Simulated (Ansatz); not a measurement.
Relaxed-ion elastic tensor of BiB (zinc blende, F-43m) in GPa (Voigt order), PBEsol (plane waves, PAW; program Ansatz); density 8.99 g/cm³, 20.29 Å³ per atom.

```json
[
 {"": "1", "1": "145", "2": "50.2", "3": "50.2", "4": "0.0", "5": "0.0", "6": "0.0"},
 {"": "2", "1": "50.2", "2": "145", "3": "50.2", "4": "0.0", "5": "0.0", "6": "0.0"},
 {"": "3", "1": "50.2", "2": "50.2", "3": "145", "4": "0.0", "5": "0.0", "6": "0.0"},
 {"": "4", "1": "0.0", "2": "0.0", "3": "0.0", "4": "78.6", "5": "0.0", "6": "0.0"},
 {"": "5", "1": "0.0", "2": "0.0", "3": "0.0", "4": "0.0", "5": "78.6", "6": "0.0"},
 {"": "6", "1": "0.0", "2": "0.0", "3": "0.0", "4": "0.0", "5": "0.0", "6": "78.6"}
]
```

Task: Is the crystal mechanically stable?

Result: Yes: the smallest eigenvalue of C is 78.6 GPa.

Task: Work out the Voigt, Reuss and Hill averages.

Result: K_V = 81.8, K_R = 81.8, K_H = 81.8; G_V = 66.1, G_R = 62.2, G_H = 64.1 GPa.

Task: Give Young's modulus, Poisson's ratio, Pugh's ratio and the universal anisotropy index.

Result: E = 9KG/(3K + G) = 153 GPa; ν = 0.19; K/G = 1.28 (brittle by the Pugh limit of 1.75); A_U = 5G_V/G_R + K_V/K_R − 6 = 0.32.

Task: Estimate the sound speeds and the Debye temperature.

Result: v_l = √((K + 4G/3)/ρ) = 4310 m/s, v_t = √(G/ρ) = 2670 m/s, mean 2940 m/s; Θ = (h/k)(3n/4πV)^(1/3) v_m = 321 K.

Task: Give the Zener ratio and Young's modulus along [100], [110] and [111].

Result: A = 2C44/(C11 − C12) = 1.66; 1/E = S11 − 2(S11 − S12 − S44/2)Γ with Γ = 0, 1/4, 1/3 gives 119, 159, 179 GPa.

The cell is a constructed one: a structure type filled with these elements; neither database checked (COD, Materials Project) lists it. Whether it is the stable phase at ambient conditions was not checked. The PBEsol relaxation kept the symmetry of its start; of distortions, only those at the zone centre were tested. Spin–orbit coupling is left out wherever it is not named.

Potentials: the later of the program's two PAW sets.
